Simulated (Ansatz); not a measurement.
**What a change of settings does to a run on SrBe**

The cell was built from the L11 type and relaxed in the same program, and has space group R-3m; it needn't be a known or the stable phase.

First run: DFT, LDA, all-electron LAPW, non-relativistic (Ansatz 0.2.0).

Command: `ansatz run input.yaml --threads 1 --pin off --max-ram 2048MiB --backend cpu --events-out ev --progress --plain --runs-dir out` The run took 24 s on 1 thread of Intel(R) Xeon(R) Processor @ 2.50GHz (Skylake/Cascade Lake) (shared host), peak memory 0.38 GiB.

```yaml
crystal:
  lattice:
    - [2.1978077136, -1.2689048751, 3.5962325903]
    - [0.0, 2.5378097502, 3.5962325903]
    - [-2.1978077136, -1.2689048751, 3.5962325903]
  atoms:
    - { symbol: Be, position: [0.0, 0.0, 0.0] }
    - { symbol: Sr, position: [0.5, 0.5, 0.5] }
kpoints:
  mp_grid: { grid: [11, 11, 11] }
  band_path:
    path:
      - [0.0, 0.0, 0.0]
      - [0.5, 0.5, 0.5]
      - [0.7503346261, 0.2496653739, 0.5]
      - [0.5, -0.2496653739, 0.2496653739]
      - [0.5, 0.0, 0.0]
      - [0.0, 0.0, 0.0]
      - [0.3748326869, -0.3748326869, 0.0]
      - [0.6251673131, 0.0, 0.3748326869]
      - [0.5, 0.0, 0.5]
    npoints: 5
scf:
  occupations: { method: fermi_dirac, width: 0.05 }
hamiltonian:
  xc: lda
  pseudopotentials:
    kind: all_electron
    lapw: { basis_error: 0.00025 }
    relativity: none
output:
  forces: true
  stress: true
  eigenvalues: true
```

Result: converged; pressure 0.13 GPa; no gap on the k mesh; 8 SCF iterations.

The input is then changed:

```diff
@@ -8,5 +8,5 @@
     - { symbol: Sr, position: [0.5, 0.5, 0.5] }
 kpoints:
-  mp_grid: { grid: [11, 11, 11] }
+  mp_grid: { grid: [14, 14, 14] }
   band_path:
     path:
@@ -24,5 +24,5 @@
   occupations: { method: fermi_dirac, width: 0.05 }
 hamiltonian:
-  xc: lda
+  xc: pbe
   pseudopotentials:
     kind: all_electron
```

Q: Predict the outcome of the changed run.

A: It converged; pressure 2.24 GPa; no gap on the k mesh; 8 SCF iterations.
